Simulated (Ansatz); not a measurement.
GaN:
```
CELL_PARAMETERS angstrom
      3.15165     0.00000     0.00000
     -1.57582     2.72941     0.00000
      0.00000     0.00000     5.13818
ATOMIC_POSITIONS crystal
  Ga 0.66667 0.33333 0.49930
  Ga 0.33333 0.66667 0.99930
  N  0.66667 0.33333 0.87570
  N  0.33333 0.66667 0.37570
```

Relaxed with LDA. Special points in fractions of this cell's reciprocal vectors: Γ (0.000, 0.000, 0.000); M (0.500, 0.000, 0.000); K (0.333, 0.333, 0.000); A (0.000, 0.000, 0.500); L (0.500, 0.000, 0.500); H (0.333, 0.333, 0.500).

Q: List the band energies nearest the valence-band maximum at these points for LDA in the plane-wave PAW code Ansatz.

A: In eV from the valence-band maximum; about four levels below and three above (degenerate sets whole), none deeper than 8.9 eV; points with the same levels are listed once.

| k | below | above |
|---|---|---|
| Γ | -1.08 -1.08 -0.05 0.00 0.00 | 2.13 4.38 9.22 |
| M | -4.41 -2.88 -2.34 -1.05 | 5.01 5.66 6.00 |
| K | -5.51 -5.51 -3.14 -3.14 -2.87 | 4.99 7.96 7.96 |
| A | -0.56 -0.56 -0.56 -0.56 | 4.40 4.40 8.47 8.47 |
| L | -2.04 -2.04 -1.99 -1.99 | 4.39 4.39 7.81 7.81 |
| H | -4.42 -4.42 -1.56 -1.56 | 6.49 6.49 7.26 7.26 |

Space group P6_3mc (wurtzite). The cell was relaxed with LDA under the symmetry of its start. Scalar-relativistic: spin–orbit coupling is off unless named, which matters more the heavier the elements.

Potentials: the earlier of the program's two PAW sets. The files were generated under PBE; for other functionals the program regenerates the frozen cores, and for LDA and PBEsol the local potential too.
